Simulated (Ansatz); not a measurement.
SiH$_{8}$N$_{2}$F$_{6}$ in space group Fm-3m (No. 225; Si on 4a, H on 32f, N on 8c, F on 24e), r²SCAN+D4 (plane waves, PAW; program Ansatz). The conduction-band minimum lies at Γ, with 1 equivalent valley. Second derivatives d²E/dk² of the lowest band at one valley (eV·Å²), along Cartesian directions:

```tsv
direction	d²E/dk²
[100]	13.78
[010]	13.78
[001]	13.78
[110]	13.78
[101]	13.78
[011]	13.78
```

### Question
Find the principal effective masses, the density-of-states mass and the conductivity mass.

### Answer
Off-diagonal terms follow from H_xy = H[110] − (H_xx + H_yy)/2, and m*/mₑ = 7.620 eV·Å² over each eigenvalue: 0.55, 0.55, 0.55. One valley's DOS mass (m₁m₂m₃)^(1/3) = 0.55, conductivity mass 3/(Σ 1/mᵢ) = 0.55 mₑ.

### Question
What effective density of states Nc follows at 300 K for parabolic valleys?

### Answer
Nc = 2.509e19 × 1 × (0.55)^(3/2) ≈ 1.0e19 cm⁻³.

The start of the workflow was typed in or built on a structure type; neither database checked (COD, Materials Project) lists it. COD files the formula under space group No. 186, so this cell is another polymorph or a model. Its standing as an ambient phase is unchecked. The r²SCAN+D4 relaxation kept the symmetry of its start; its stability against distortions is not shown here. The volume moved by -22 % from the start of the relaxation.

Potentials: the later of the program's two PAW sets.

Edges and masses are those of Kohn–Sham bands, whose gap is no quasiparticle gap.
